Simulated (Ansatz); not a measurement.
SnO2 (rutile), relaxed with HSE06 (Ansatz, a first-principles code, plane waves, PAW): a = 4.7547 Å, b = 4.7547 Å, c = 3.1881 Å, α = 90.00°, β = 90.00°, γ = 90.00°.

```
Quantity              Result
--------------------  ------
gap (eV)                2.93
B₀ by P(V) fit (GPa)     203
```

Question: The same phase is relaxed and computed with LDA in the same code. What are the cell and these values now?

Answer: a = 4.7202 Å, b = 4.7202 Å, c = 3.1887 Å, α = 90.00°, β = 90.00°, γ = 90.00°.

- gap (eV): 1.18
- B₀ by P(V) fit (GPa): 201

All cells were relaxed under the symmetry of their starts (and spin orders); stability against distortions was not tested throughout. Spin–orbit coupling is left out wherever it is not named.

Potentials: the earlier of the program's two PAW sets.

Ansatz is a plane-wave DFT program.
